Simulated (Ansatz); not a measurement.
Cr (bcc (W type), Im-3m) under volume change, the program Ansatz at the PBEsol level (PAW), scaled uniformly.

```json
[
 {"V (Å³/atom)": "10.142", "E − E(relaxed) (meV/atom)": "93.7", "P (GPa)": "32.49"},
 {"V (Å³/atom)": "10.476", "E − E(relaxed) (meV/atom)": "?", "P (GPa)": "?"},
 {"V (Å³/atom)": "10.811", "E − E(relaxed) (meV/atom)": "9.3", "P (GPa)": "9.17"},
 {"V (Å³/atom)": "11.145", "E − E(relaxed) (meV/atom)": "0.0", "P (GPa)": "-0.01"},
 {"V (Å³/atom)": "11.479", "E − E(relaxed) (meV/atom)": "8.4", "P (GPa)": "-7.85"},
 {"V (Å³/atom)": "11.814", "E − E(relaxed) (meV/atom)": "?", "P (GPa)": "?"},
 {"V (Å³/atom)": "12.148", "E − E(relaxed) (meV/atom)": "68.5", "P (GPa)": "-20.26"}
]
```

Question: Complete the blanks.

Answer: 
- 11.814, E − E(relaxed) (meV/atom): 32.0
- 11.814, P (GPa): -14.55
- 10.476, E − E(relaxed) (meV/atom): 39.4
- 10.476, P (GPa): 19.93

Question: What does a third-order Birch–Murnaghan fit give for V₀, B₀ and B′?

Answer: V₀ = 11.14 Å³/atom, B₀ = 282 GPa, B′ = 4.2.

The cell was relaxed with PBEsol under the symmetry of its start. The workflow began spin-polarised and lost its moments. Textbook magnetic order: a spin-density-wave antiferromagnet.

Potentials: the earlier of the program's two PAW sets.
